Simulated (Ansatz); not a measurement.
Geometry optimisation in Ansatz: input, command and trajectory.

```yaml
crystal:
  lattice:
    - [-4.6999823628, 4.6999823628, 4.6999823628]
    - [4.6999823628, -4.6999823628, 4.6999823628]
    - [4.6999823628, 4.6999823628, -4.6999823628]
  atoms:
    - { symbol: F, position: [0.0, 0.25, 0.75], spin: 0.143 }
    - { symbol: Na, position: [0.0, 0.4973701262, 0.5026298738] }
    - { symbol: Na, position: [0.0, 0.75, 0.25] }
    - { symbol: Na, position: [0.2473701262, 0.0026298738, 0.75] }
    - { symbol: Na, position: [0.0, 0.0026298738, -0.0026298738] }
    - { symbol: Na, position: [0.2473701262, 0.25, 0.5026298738] }
    - { symbol: Na, position: [0.2473701262, 0.4973701262, 0.2447402524] }
    - { symbol: Na, position: [0.5, 0.75, 0.75] }
    - { symbol: Na, position: [0.2473701262, 0.7447402524, -0.0026298738] }
    - { symbol: Na, position: [0.5052597476, 0.0026298738, 0.5026298738] }
    - { symbol: Na, position: [0.5, 0.25, 0.25] }
    - { symbol: Na, position: [0.7526298738, 0.4973701262, 0.75] }
    - { symbol: Na, position: [0.4947402524, 0.4973701262, -0.0026298738] }
    - { symbol: Na, position: [0.7526298738, 0.7552597476, 0.5026298738] }
    - { symbol: Na, position: [0.7526298738, 0.0026298738, 0.2552597476] }
    - { symbol: Na, position: [0.7526298738, 0.25, -0.0026298738] }
    - { symbol: F, position: [0.5, 0.75, 0.25] }
    - { symbol: F, position: [0.5, 0.0, 0.0] }
    - { symbol: F, position: [0.5, 0.25, 0.75] }
    - { symbol: F, position: [0.75, 0.5, 0.25] }
    - { symbol: F, position: [0.5, 0.5, 0.5] }
    - { symbol: F, position: [0.75, 0.75, 0.0] }
    - { symbol: F, position: [0.7343057917, -0.0156942083, 0.75], spin: 0.143 }
    - { symbol: F, position: [0.0, 0.25, 0.25] }
    - { symbol: F, position: [0.7343057917, 0.25, 0.4843057917], spin: 0.143 }
    - { symbol: F, position: [0.0, 0.5156942083, 0.0156942083], spin: 0.143 }
    - { symbol: F, position: [0.0, 0.75, 0.75] }
    - { symbol: F, position: [0.25, 0.0, 0.25] }
    - { symbol: F, position: [0.0, -0.0156942083, 0.4843057917], spin: 0.143 }
    - { symbol: F, position: [0.2656942083, 0.25, 0.0156942083], spin: 0.143 }
    - { symbol: F, position: [0.2656942083, 0.5156942083, 0.75], spin: 0.143 }
    - { symbol: F, position: [0.25, 0.75, 0.5] }
  host:
    lattice:
      - [0.0, 2.3499911814, 2.3499911814]
      - [2.3499911814, 0.0, 2.3499911814]
      - [2.3499911814, 2.3499911814, 0.0]
    atoms:
      - { symbol: Na, position: [0.0, 0.0, 0.0] }
      - { symbol: F, position: [0.5, 0.5, 0.5] }
total_charge: 1
basis:
  ecutwfc: 420
  xc_grid: 2
kpoints:
  mp_grid: { grid: [2, 2, 2], shift: [0.5, 0.5, 0.5] }
hamiltonian:
  xc: pbe
scf:
  occupations: { method: gaussian, width: 0.01 }
output:
  forces: true
  stress: false
  eigenvalues: true
  populations: true
  charged_corrections:
    defect_position: [0.0, 0.25, 0.75]
    epsilon: [[5.6239, 0.0, 0.0], [0.0, 5.6239, 0.0], [0.0, 0.0, 5.6239]]
  write_density: true
  write_potential: true
  elf: true
  volumetric_format: npy
magnetization:
  spin_polarized: true
relax:
  adjacent_minimum: "off"
  f_tol: 0.025
  max_steps: 45
```

```bash
ansatz run input.yaml --threads 4 --pin off --max-ram 6144MiB --backend cpu --events-out ev --progress --plain --runs-dir out
```

Level of theory: Ansatz 0.2.0, DFT PBE, scalar-relativistic, plane waves, PAW.

The cell holds a point defect: F on a Na site (a), charge +1.

Of 4 frames 4 are shown, positions in Å and forces in eV/Å; the SCF threshold varies from step to step.

```xyz
32
Lattice="-4.7000 4.7000 4.7000 4.7000 -4.7000 4.7000 4.7000 4.7000 -4.7000" Properties=species:S:1:pos:R:3:forces:R:3 pbc="T T T" step=1 free_energy_over_end_meV_per_atom=3.21
F     4.7000    2.3500   -2.3500    0.0000    0.0000    0.0000
Na    4.7000    0.0247   -0.0247    0.0000   -0.0474    0.0474
Na    4.7000   -2.3500    2.3500    0.0000    0.0000    0.0000
Na    2.3747    4.6753   -2.3500   -0.0474    0.0474    0.0000
Na    0.0000   -0.0247    0.0247    0.0000    0.0474   -0.0474
Na    2.3747    2.3500   -0.0247   -0.0474    0.0000    0.0474
Na    2.3253   -0.0247    2.3500    0.0474    0.0474    0.0000
Na    4.7000    2.3500    2.3500    0.0000    0.0000    0.0000
Na    2.3253   -2.3500    4.6753    0.0474    0.0000    0.0474
Na    0.0000    4.7247    0.0247    0.0000   -0.0474   -0.0474
Na    0.0000    2.3500    2.3500    0.0000    0.0000    0.0000
Na    2.3253    4.7247    2.3500    0.0474   -0.0474    0.0000
Na    0.0000   -0.0247    4.6753    0.0000    0.0474    0.0474
Na    2.3747    2.3500    4.7247   -0.0474    0.0000   -0.0474
Na   -2.3253    4.7247    2.3500   -0.0474   -0.0474    0.0000
Na   -2.3747    2.3500    4.7247    0.0474    0.0000   -0.0474
F     2.3500    0.0000    4.7000    0.0000    0.0000    0.0000
F    -2.3500    2.3500    2.3500    0.0000    0.0000    0.0000
F     2.3500    4.7000    0.0000    0.0000    0.0000    0.0000
F     0.0000    2.3500    4.7000    0.0000    0.0000    0.0000
F     2.3500    2.3500    2.3500    0.0000    0.0000    0.0000
F     0.0000    0.0000    7.0500    0.0000    0.0000    0.0000
F     0.0000    7.0500   -0.1475    0.0000    0.0000    0.2956
F     2.3500    0.0000    0.0000    0.0000    0.0000    0.0000
F     0.0000    4.5525    2.3500    0.0000    0.2956    0.0000
F     2.4975   -2.3500    2.3500   -0.2956    0.0000    0.0000
F     7.0500    0.0000    0.0000    0.0000    0.0000    0.0000
F     0.0000    2.3500    0.0000    0.0000    0.0000    0.0000
F     2.2025    2.3500   -2.3500    0.2956    0.0000    0.0000
F     0.0000    0.1475    2.3500    0.0000   -0.2956    0.0000
F     4.7000    2.3500    0.1475    0.0000    0.0000   -0.2956
F     4.7000    0.0000    2.3500    0.0000    0.0000    0.0000
32
Lattice="-4.7000 4.7000 4.7000 4.7000 -4.7000 4.7000 4.7000 4.7000 -4.7000" Properties=species:S:1:pos:R:3:forces:R:3 pbc="T T T" step=2 free_energy_over_end_meV_per_atom=1.88
F     4.7000    2.3500   -2.3500    0.0000    0.0000    0.0000
Na    4.7000    0.0206   -0.0206    0.0000   -0.0364    0.0364
Na    4.7000   -2.3500    2.3500    0.0000    0.0000    0.0000
Na    2.3706    4.6794   -2.3500   -0.0364    0.0364    0.0000
Na    0.0000   -0.0206    0.0206    0.0000    0.0364   -0.0364
Na    2.3706    2.3500   -0.0206   -0.0364    0.0000    0.0364
Na    2.3294   -0.0206    2.3500    0.0364    0.0364    0.0000
Na    4.7000    2.3500    2.3500    0.0000    0.0000    0.0000
Na    2.3294   -2.3500    4.6794    0.0364    0.0000    0.0364
Na    0.0000    4.7206    0.0206    0.0000   -0.0364   -0.0364
Na    0.0000    2.3500    2.3500    0.0000    0.0000    0.0000
Na    2.3294    4.7206    2.3500    0.0364   -0.0364    0.0000
Na    0.0000   -0.0206    4.6794    0.0000    0.0364    0.0364
Na    2.3706    2.3500    4.7206   -0.0364    0.0000   -0.0364
Na   -2.3294    4.7206    2.3500   -0.0364   -0.0364    0.0000
Na   -2.3706    2.3500    4.7206    0.0364    0.0000   -0.0364
F     2.3500    0.0000    4.7000    0.0000    0.0000    0.0000
F    -2.3500    2.3500    2.3500    0.0000    0.0000    0.0000
F     2.3500    4.7000    0.0000    0.0000    0.0000    0.0000
F     0.0000    2.3500    4.7000    0.0000    0.0000    0.0000
F     2.3500    2.3500    2.3500    0.0000    0.0000    0.0000
F     0.0000    0.0000    7.0500    0.0000    0.0000    0.0000
F     0.0000    7.0500   -0.1226    0.0000    0.0000    0.2197
F     2.3500    0.0000    0.0000    0.0000    0.0000    0.0000
F     0.0000    4.5773    2.3500    0.0000    0.2197    0.0000
F     2.4726   -2.3500    2.3500   -0.2197    0.0000    0.0000
F     7.0500    0.0000    0.0000    0.0000    0.0000    0.0000
F     0.0000    2.3500    0.0000    0.0000    0.0000    0.0000
F     2.2273    2.3500   -2.3500    0.2197    0.0000    0.0000
F     0.0000    0.1226    2.3500    0.0000   -0.2197    0.0000
F     4.7000    2.3500    0.1226    0.0000    0.0000   -0.2197
F     4.7000    0.0000    2.3500    0.0000    0.0000    0.0000
32
Lattice="-4.7000 4.7000 4.7000 4.7000 -4.7000 4.7000 4.7000 4.7000 -4.7000" Properties=species:S:1:pos:R:3:forces:R:3 pbc="T T T" step=3 free_energy_over_end_meV_per_atom=0.05
F     4.7000    2.3500   -2.3500    0.0000    0.0000    0.0000
Na    4.7000    0.0062   -0.0062    0.0000    0.0082   -0.0082
Na    4.7000   -2.3500    2.3500    0.0000    0.0000    0.0000
Na    2.3562    4.6937   -2.3500    0.0082   -0.0082    0.0000
Na    0.0000   -0.0062    0.0062    0.0000   -0.0082    0.0082
Na    2.3562    2.3500   -0.0062    0.0082    0.0000   -0.0082
Na    2.3437   -0.0062    2.3500   -0.0082   -0.0082    0.0000
Na    4.7000    2.3500    2.3500    0.0000    0.0000    0.0000
Na    2.3437   -2.3500    4.6937   -0.0082    0.0000   -0.0082
Na    0.0000    4.7062    0.0062    0.0000    0.0082    0.0082
Na    0.0000    2.3500    2.3500    0.0000    0.0000    0.0000
Na    2.3437    4.7062    2.3500   -0.0082    0.0082    0.0000
Na    0.0000   -0.0062    4.6937    0.0000   -0.0082   -0.0082
Na    2.3562    2.3500    4.7062    0.0082    0.0000    0.0082
Na   -2.3437    4.7062    2.3500    0.0082    0.0082    0.0000
Na   -2.3562    2.3500    4.7062   -0.0082    0.0000    0.0082
F     2.3500    0.0000    4.7000    0.0000    0.0000    0.0000
F    -2.3500    2.3500    2.3500    0.0000    0.0000    0.0000
F     2.3500    4.7000    0.0000    0.0000    0.0000    0.0000
F     0.0000    2.3500    4.7000    0.0000    0.0000    0.0000
F     2.3500    2.3500    2.3500    0.0000    0.0000    0.0000
F     0.0000    0.0000    7.0500    0.0000    0.0000    0.0000
F     0.0000    7.0500   -0.0506    0.0000    0.0000    0.0367
F     2.3500    0.0000    0.0000    0.0000    0.0000    0.0000
F     0.0000    4.6494    2.3500    0.0000    0.0367    0.0000
F     2.4006   -2.3500    2.3500   -0.0367    0.0000    0.0000
F     7.0500    0.0000    0.0000    0.0000    0.0000    0.0000
F     0.0000    2.3500    0.0000    0.0000    0.0000    0.0000
F     2.2994    2.3500   -2.3500    0.0367    0.0000    0.0000
F     0.0000    0.0506    2.3500    0.0000   -0.0367    0.0000
F     4.7000    2.3500    0.0506    0.0000    0.0000   -0.0367
F     4.7000    0.0000    2.3500    0.0000    0.0000    0.0000
32
Lattice="-4.7000 4.7000 4.7000 4.7000 -4.7000 4.7000 4.7000 4.7000 -4.7000" Properties=species:S:1:pos:R:3:forces:R:3 pbc="T T T" step=4 free_energy_over_end_meV_per_atom=0.00
F     4.7000    2.3500   -2.3500    0.0000    0.0000    0.0000
Na    4.7000    0.0097   -0.0097    0.0000   -0.0081    0.0081
Na    4.7000   -2.3500    2.3500    0.0000    0.0000    0.0000
Na    2.3597    4.6902   -2.3500   -0.0081    0.0081    0.0000
Na    0.0000   -0.0097    0.0097    0.0000    0.0081   -0.0081
Na    2.3597    2.3500   -0.0097   -0.0081    0.0000    0.0081
Na    2.3402   -0.0097    2.3500    0.0081    0.0081    0.0000
Na    4.7000    2.3500    2.3500    0.0000    0.0000    0.0000
Na    2.3402   -2.3500    4.6902    0.0081    0.0000    0.0081
Na    0.0000    4.7097    0.0097    0.0000   -0.0081   -0.0081
Na    0.0000    2.3500    2.3500    0.0000    0.0000    0.0000
Na    2.3402    4.7097    2.3500    0.0081   -0.0081    0.0000
Na    0.0000   -0.0097    4.6902    0.0000    0.0081    0.0081
Na    2.3597    2.3500    4.7097   -0.0081    0.0000   -0.0081
Na   -2.3402    4.7097    2.3500   -0.0081   -0.0081    0.0000
Na   -2.3597    2.3500    4.7097    0.0081    0.0000   -0.0081
F     2.3500    0.0000    4.7000    0.0000    0.0000    0.0000
F    -2.3500    2.3500    2.3500    0.0000    0.0000    0.0000
F     2.3500    4.7000    0.0000    0.0000    0.0000    0.0000
F     0.0000    2.3500    4.7000    0.0000    0.0000    0.0000
F     2.3500    2.3500    2.3500    0.0000    0.0000    0.0000
F     0.0000    0.0000    7.0500    0.0000    0.0000    0.0000
F     0.0000    7.0500   -0.0327    0.0000    0.0000   -0.0062
F     2.3500    0.0000    0.0000    0.0000    0.0000    0.0000
F     0.0000    4.6673    2.3500    0.0000   -0.0062    0.0000
F     2.3827   -2.3500    2.3500    0.0062    0.0000    0.0000
F     7.0500    0.0000    0.0000    0.0000    0.0000    0.0000
F     0.0000    2.3500    0.0000    0.0000    0.0000    0.0000
F     2.3173    2.3500   -2.3500   -0.0062    0.0000    0.0000
F     0.0000    0.0327    2.3500    0.0000    0.0062    0.0000
F     4.7000    2.3500    0.0327    0.0000    0.0000    0.0062
F     4.7000    0.0000    2.3500    0.0000    0.0000    0.0000
```

The run took 41 s on 4 threads of Arm Neoverse V1, with other jobs on the host, peak memory 1.3 GiB.